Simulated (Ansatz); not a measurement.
GaSb in space group P6_422 (No. 181; Ga on 3c, Sb on 3d) at seven volumes, r²SCAN (plane waves, PAW; program Ansatz), shape and atoms relaxed at each. One row is withheld.

```tsv
V (Å³/atom)	P (GPa)
23.789	6.63
24.573	4.05
25.357	?
26.142	0.00
26.926	-1.56
27.710	-2.86
28.494	-3.95
```

Problem. Fit the shown pressures and predict the withheld one.

Solution. P = (3/2)B₀(x^(7/2) − x^(5/2))[1 + (3/4)(B′ − 4)(x − 1)] with x = (V₀/V)^(2/3). Least squares on the six rows gives V₀ = 26.143 Å³/atom, B₀ = 56.3 GPa, B′ = 4.72. At V = 25.357, x = 1.0206 and P = 1.85 GPa. The run itself gave 1.85 GPa.

The start of the workflow was typed in or built on a structure type; neither database checked (COD, Materials Project) lists it. It is not the phase usual at ambient conditions (space group No. 216). The r²SCAN relaxation kept the symmetry of its start; whether a distortion lowers the energy is not shown. Scalar-relativistic: spin–orbit coupling is off unless named, which matters more the heavier the elements.

Potentials: the later of the program's two PAW sets.
